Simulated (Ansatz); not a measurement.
Cd₃Se₂S (I-4m2) at 3 levels of theory

One geometry, relaxed with PBE; plane waves with PAW potentials in Ansatz, scalar-relativistic. No spin polarisation. Gaps are the least over mesh and band path; pressure is positive in compression.

```yaml
crystal:
  lattice:
    - [-2.15942, 2.15942, 9.14979]
    - [2.15942, -2.15942, 9.14979]
    - [2.15942, 2.15942, -9.14979]
  atoms:
    - { symbol: Cd, position: [0.67216, 0.67216, 0.00000] }
    - { symbol: Cd, position: [0.32784, 0.32784, 0.00000] }
    - { symbol: Cd, position: [0.00000, 0.00000, 0.00000] }
    - { symbol: Se, position: [0.41386, 0.91386, 0.50000] }
    - { symbol: Se, position: [0.08614, 0.58614, 0.50000] }
    - { symbol: S, position: [0.75000, 0.25000, 0.50000] }
```

```csv
level,cutoff (eV),k mesh,gap (eV),pressure (GPa)
PBE,420,10×10×10,0.63,0.0
r2SCAN,500,10×10×10,1.09,-1.5
LDA,420,10×10×10,0.36,-4.5
```

The cell was found from a structure generator's guess, not taken from experiment.
